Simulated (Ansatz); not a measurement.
# Property card for MgB3Pd3

Level of theory: Ansatz 0.2.0, DFT PBE, scalar-relativistic, plane waves, PAW.

Plane waves to 420 eV, a k mesh through Γ of 8×8×8 on the computed 7-atom cell and Gaussian smearing (0.10 eV); no spin polarisation.

The structure is relaxed at this level of theory with its symmetry kept, and needn't be the ground state of this composition.

Space group Pm-3m (No. 221), cubic, a = 4.648 Å. Mg has 6 Pd at 2.32 Å; around B lie 4 Pd at 2.32 Å; around Pd lie 2 Mg at 2.32 Å and 4 B at 2.32 Å.

| Item | Value |
| --- | --- |
| Volume per atom | 96.8 bohr³ |
| Formation energy from the elements' standard states (uncorrected) | +0.800 eV/atom |
| Kohn–Sham band gap | none (metal) |
| Density of states at the Fermi level | 2.4 states/eV per cell |
| Orbital (Löwdin) character within 0.5 eV of the Fermi level | B 2p 67 %, Pd 4d 20 %, unprojected 5 % |
| Bader charge by site (e) | Mg (1 in the cell) 1.52, B (3 in the cell) -0.01, Pd (3 in the cell) -0.49 |

The cell was found from a structure generator's guess, not taken from experiment. Löwdin shares on free-atom orbitals overweight diffuse shells.
